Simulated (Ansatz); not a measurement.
CdBr2 (space group P6_3mc)

```yaml
crystal:
  lattice:
    - [3.98029, 0.00000, 0.00000]
    - [-1.99015, 3.44703, 0.00000]
    - [0.00000, 0.00000, 12.56749]
  atoms:
    - { symbol: Cd, position: [0.66667, 0.33333, 0.87499] }
    - { symbol: Cd, position: [0.33333, 0.66667, 0.37499] }
    - { symbol: Br, position: [0.00000, 0.00000, 0.75034] }
    - { symbol: Br, position: [0.00000, 0.00000, 0.25034] }
    - { symbol: Br, position: [0.33333, 0.66667, 0.99967] }
    - { symbol: Br, position: [0.66667, 0.33333, 0.49967] }
```

Scan: atom 1 (Cd, nearest neighbour Br at 2.781 Å; its periodic images, 4.0 Å or more away, move with it) is displaced along Cartesian x, direction (1.000, 0.000, 0.000) in Cartesian axes, by s. The other atoms stay.

All values below come from r2SCAN+rVV10 (plane waves to 500 eV, PAW, scalar-relativistic; Ansatz, an electronic-structure program). k mesh 8×8×2 (Γ-centred), Fermi-Dirac smearing 0.05 eV. Energies are smeared free energies. Compression counts positive. F∥ is the force on the atom along that direction. CdBr2 was relaxed with its symmetry unable to fall. The zero of ΔE is the undisplaced structure.

```tsv
s (Å)	P (GPa)	ΔE (meV/cell)	F∥ (eV/Å)
-0.830	5.60	?	4.005
-0.664	3.56	853	2.962
-0.498	1.97	444	1.988
-0.332	0.86	184	?
-0.166	0.21	44	0.536
0.000	0.00	0	0.000
0.166	0.21	44	-0.536
0.332	0.86	184	?
0.498	1.97	444	-1.988
0.664	3.56	853	-2.962
0.830	5.60	?	-4.005
```

### Question
Fill in the missing entries.

### Answer

- -0.830, ΔE (meV/cell): 1431
- -0.332, F∥ (eV/Å): 1.177
- 0.332, F∥ (eV/Å): -1.177
- 0.830, ΔE (meV/cell): 1431

(For displaced atoms, the force is minus the slope of the energy, and its curvature is a force constant, which sets phonon frequencies.)
